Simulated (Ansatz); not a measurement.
Input:

La:
```cif
data_La4
_chemical_formula_sum 'La4'
_space_group_name_H-M_alt 'P 1'
_space_group_IT_number 1
_cell_length_a 3.64900
_cell_length_b 3.64900
_cell_length_c 11.75733
_cell_angle_alpha 90.000
_cell_angle_beta 90.000
_cell_angle_gamma 120.000
loop_
_space_group_symop_operation_xyz
  'x, y, z'
loop_
_atom_site_label
_atom_site_type_symbol
_atom_site_fract_x
_atom_site_fract_y
_atom_site_fract_z
_atom_site_occupancy
La1 La 0.00000 0.00000 0.00000 1
La2 La 0.00000 0.00000 0.50000 1
La3 La 0.33333 0.66667 0.25000 1
La4 La 0.66667 0.33333 0.75000 1
```

This is the PBEsol-relaxed structure.

Task: All from the program Ansatz at the PBEsol level (PAW), unless another level is named. Predict the highest zone-centre frequency.

Result: 81 cm^-1.

Task: Predict the Hill bulk and shear moduli.

Result: 26.9 and 18.7 GPa.

Space group P6_3/mmc (dhcp (α-La type)). Symmetry was held in the PBEsol relaxation. As this level gives no gap, shear constants depend on the k-mesh and smearing (Fermi–Dirac, 0.1 eV here). As this level gives no gap, phonon frequencies hold no LO–TO term and depend on the k-mesh and smearing (Fermi–Dirac, 0.1 eV here). Scalar-relativistic: spin–orbit coupling is off unless named, which matters more the heavier the elements.

Potentials: the earlier of the program's two PAW sets. The files were generated under PBE; for other functionals the program regenerates the frozen cores, and for LDA and PBEsol the local potential too.
